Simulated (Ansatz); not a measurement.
Lu5P4: input and output

Input file of Ansatz 0.2.0:

```yaml
crystal:
  lattice:
    - [0.0, 0.0, 3.55736]
    - [5.081239, -5.081239, 1.77868]
    - [5.081239, 5.081239, -1.77868]
  atoms:
    - { symbol: Lu, position: [0.0, 0.0, 0.0] }
    - { symbol: P, position: [0.284, 0.7678, 0.3358] }
    - { symbol: P, position: [0.0518, 0.6642, 0.7678] }
    - { symbol: P, position: [0.716, 0.2322, 0.6642] }
    - { symbol: P, position: [0.9482, 0.3358, 0.2322] }
    - { symbol: Lu, position: [0.3682, 0.9368, 0.6732] }
    - { symbol: Lu, position: [0.305, 0.3268, 0.9368] }
    - { symbol: Lu, position: [0.6318, 0.0632, 0.3268] }
    - { symbol: Lu, position: [0.695, 0.6732, 0.0632] }
  symmetry: { tolerance: 0.0003 }
kpoints:
  mp_grid: { grid: [7, 7, 7], shift: [0, 0, 0] }
  band_path:
    path:
      - [0.0, 0.0, 0.0]
      - [0.0, 0.0, 0.5]
      - [0.0, 0.5, 0.5]
      - [0.0, 0.0, 0.0]
      - [0.56126697, 0.28063348, -0.28063348]
      - [0.43873303, 0.71936652, 0.28063348]
      - [0.0, 0.5, 0.5]
      - [0.0, 0.0, 0.5]
      - [0.5, 0.25, 0.25]
      - [0.5, 0.5, 0.0]
      - [0.0, 0.0, 0.0]
    npoints: 6
magnetization:
  spin_polarized: false
scf:
  occupations: { method: fermi_dirac }
  lower_state_search: "off"
  max_iter: 200
hamiltonian:
  pseudopotentials: { kind: paw }
  xc: pbe
basis:
  ecutwfc: 420
  fft_grid_basis: typed
output:
  forces: true
  stress: true
  eigenvalues: true
  bader: true
  populations: true
  elf: true
  write_potential: true
  volumetric_format: npy
  dos:
    e_range: [-12, 8]
    de: 0.05
    projected: { site_lists: { Lu: [Lu], P: [P] } }
checkpoint:
  read: saved_state
```

The saved state is an earlier solution for the same cell, perhaps on another mesh. 

Parts of the output:

```
SCF iter   1: F=—  Δρ=1.56e-3  dr2=2.16e-2
SCF iter   2: F=—  Δρ=1.23e-3  dr2=5.84e-3
SCF iter   3: F=—  Δρ=4.30e-4  dr2=8.78e-4
SCF iter   4: F=—  Δρ=1.09e-4  dr2=7.00e-5
SCF iter   5: F=—  Δρ=7.27e-5  dr2=7.57e-6
SCF iter   6: F=—  Δρ=3.45e-5  dr2=3.00e-6
SCF iter   7: F=—  Δρ=1.65e-5  dr2=7.62e-7
SCF iter   8: F=-76690.3306 eV  Δρ=5.13e-6  dr2=4.86e-8
Free energy (F): -76690.3306 eV
Harris-Foulkes:  -76690.3306 eV  (|F-HF|=2.63e-8)
Internal energy: -76690.1524 eV  (E = F + TS)
E sigma→0 (E₀):  -76690.2415 eV
Entropy (-TS):   -0.1783 eV (-19.809 meV/atom)
Fermi energy:    13.8504 eV
--- Per-component energies (eV) ---
  E_band       = 199.0155
  E_kinetic    = 2416.9097
  E_local      = -40501.2681  (includes V_loc(G=0)·N_el)
  E_nonlocal   = 3011.3088
  E_hartree    = 17553.1994
  E_xc         = -1354.4191
  E_vxc        = -1557.9484  (∫ρ·V_xc dr)
  E_paw        = -39150.7233  (= ΣΔE_a)
  E_vpaw       = 1723.6106  (= ΣTr[D̂ρ^β])
  E_aug_tail   = 0.0002  (compensation charges beyond the density's cutoff)
  E_ewald      = -18665.1600
  E_smearing   = -0.1783  (= −TS)
--- Stress (GPa, compression-positive) ---
       10.1098       0.0000       0.0000
        0.0000      10.1098       0.0000
        0.0000       0.0000      20.4036
  P = ⅓ Tr σ = 13.5411 GPa (135.411 kbar)
--- Löwdin populations: 9 sites ---
  site symbol       q [e]
     0     Lu     24.9912
     1      P      5.1174
     2      P      5.1174
     3      P      5.1174
     4      P      5.1174
     5     Lu     24.7981
     6     Lu     24.7981
     7     Lu     24.7981
     8     Lu     24.7981
  spilling = 0.0024 (of n_electrons = 145.0000)
--- Bader charges: 9 sites ---
  site symbol  charge [e]  shift [e]
     0     Lu      0.6100     0.0000
     1      P     -1.4796     0.0003
     2      P     -1.4796     0.0003
     3      P     -1.4797     0.0003
     4      P     -1.4796     0.0003
     5     Lu      1.3271     0.0003
     6     Lu      1.3271     0.0003
     7     Lu      1.3271     0.0003
     8     Lu      1.3271     0.0003
```

Absolute energies hang on the potentials; compare differences alone.

Origin: a known structure type with other elements, at an estimated volume, so it need not be a known compound. Caveats: many states at the Fermi level without spin polarisation, so a magnetic state may lie lower.
